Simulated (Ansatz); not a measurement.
NiAsRh:
```
CELL_PARAMETERS angstrom
      3.58414     0.00000     0.00000
      0.00000     3.58414     0.00000
      0.00000     0.00000     6.11034
ATOMIC_POSITIONS crystal
  Ni 0.00000 0.00000 0.00000
  Ni 0.50000 0.50000 0.00000
  Rh 0.50000 0.00000 0.36182
  Rh 0.00000 0.50000 0.63818
  As 0.50000 0.00000 0.74917
  As 0.00000 0.50000 0.25083
```

Relaxed with r²SCAN. Special points in fractions of this cell's reciprocal vectors: Γ (0.000, 0.000, 0.000); X (0.000, 0.500, 0.000); M (0.500, 0.500, 0.000); Z (0.000, 0.000, 0.500); R (0.000, 0.500, 0.500); A (0.500, 0.500, 0.500).

**Question.** List the band energies nearest the Fermi level at these points for plane-wave PAW r²SCAN (Ansatz code).

**Answer.** In eV from the Fermi level; about four levels below and three above (degenerate sets whole), none deeper than 8.9 eV; points with the same levels are listed once.

```tsv
k	below	above
Γ	-1.14 -1.01 -1.01 -0.48	2.61 2.61 2.74
X	-1.31 -1.31 -0.90 -0.90	0.57 0.57 3.36 3.36
M	-1.17 -1.17 -0.37 -0.37	0.93 0.93 1.25 1.25
Z	-1.49 -1.14 -1.07 -0.48	1.02 1.02 1.46 1.46
R	-1.17 -1.17 -0.92 -0.92	1.72 1.72 3.47 3.47
A	-1.16 -1.16 -0.81 -0.81	1.01 1.01 1.10 1.10
```

Space group P4/nmm. The workflow started from an entry of the Crystallography Open Database (COD). Its standing as an ambient phase is unchecked. The cell was relaxed with r²SCAN under the symmetry of its start; its stability against distortions is not shown here. The workflow began spin-polarised and lost its moments. Spin–orbit coupling is left out wherever it is not named.

Potentials: the later of the program's two PAW sets.
